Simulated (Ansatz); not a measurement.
Space group Pm-3m (No. 221). a = 3.870 Å, b = 3.870 Å, c = 3.870 Å, α = 90.00°, β = 90.00°, γ = 90.00°
| atom | site | symmetry | x | y | z |
| --- | --- | --- | --- | --- | --- |
| V | 3c | 4/mm.m | 0.0000 | 0.5000 | 0.5000 |
| Au | 1a | m-3m | 0.0000 | 0.0000 | 0.0000 |

Equation of state of this V3Au structure (not necessarily the ground state), with shape and atoms relaxed at each volume where symmetry leaves them free. It has no gap at any of these volumes. Computed with DFT r2SCAN, scalar-relativistic, plane waves, PAW in Ansatz 0.2.0.

Plane waves to 500 eV, a k mesh through Γ of 12×12×12 on the computed 4-atom cell and Gaussian smearing (0.10 eV); collinear spin.

| V (Å³/atom) | E − E(largest V) (meV/atom) | P (GPa) |
| --- | --- | --- |
| 13.623 | 5.55 | 11.60 |
| 14.058 | -16.54 | 5.54 |
| 14.493 | -24.55 | 0.00 |
| 14.927 | -17.55 | -4.72 |
| 15.362 | 0.00 | -7.95 |

Task: Fit a third-order Birch–Murnaghan equation to E(V).

Result: V0 = 14.50 Å³/atom, B0 = 164 GPa, B0' = 3.2.

The state reached may not be the lowest one. Spin-orbit coupling is left out, which matters for the bands of heavy elements.

Cost: 5 runs of about 11 core-minutes in all, on Arm Neoverse V2 (shared hosts).